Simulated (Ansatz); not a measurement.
Here is the system:

TePb2Se:
```
CELL_PARAMETERS angstrom
      2.24713     1.29738     7.33220
     -2.24713     1.29738     7.33220
      0.00000    -2.59477     7.33220
ATOMIC_POSITIONS crystal
  Te 0.50000 0.50000 0.50000
  Pb 0.74461 0.74461 0.74461
  Pb 0.25539 0.25539 0.25539
  Se 0.00000 0.00000 0.00000
```

This is the r²SCAN-relaxed structure.

**Question.** All from r²SCAN in the plane-wave PAW code Ansatz, unless another level is named. Predict the formation energy from the elements (no fitted shifts).

**Answer.** -0.58 eV/atom.

**Question.** And the band gap?

**Answer.** 0.88 eV (smallest direct gap 0.89 eV).

**Question.** Next, the electron effective mass with spin–orbit coupling?

**Answer.** 0.030, 0.030, 0.14 mₑ (principal values).

**Question.** Predict the weight of the conduction-edge state by species (Voronoi cells).

**Answer.** Pb 64 %, Se 19 %, Te 17 %.

**Question.** Give the conduction-band minimum.

**Answer.** at F (3 equivalent valleys).

**Question.** Give the valence-band maximum.

**Answer.** at Γ.

Space group R-3m. The workflow started from a Materials Project entry (that database holds measured and hypothetical structures alike); the Crystallography Open Database copy checked does not list it. With Te and Se taken as one species the cell has the higher symmetry Fm-3m, so it may be an ordered model of a mixed-site phase. Whether it is the stable phase at ambient conditions was not checked. The cell was relaxed with r²SCAN under the symmetry of its start; whether a distortion lowers the energy is not shown. The references are the lowest solids computed at this level, not always the standard phases. Spin–orbit coupling is left out wherever it is not named.

Potentials: the later of the program's two PAW sets.
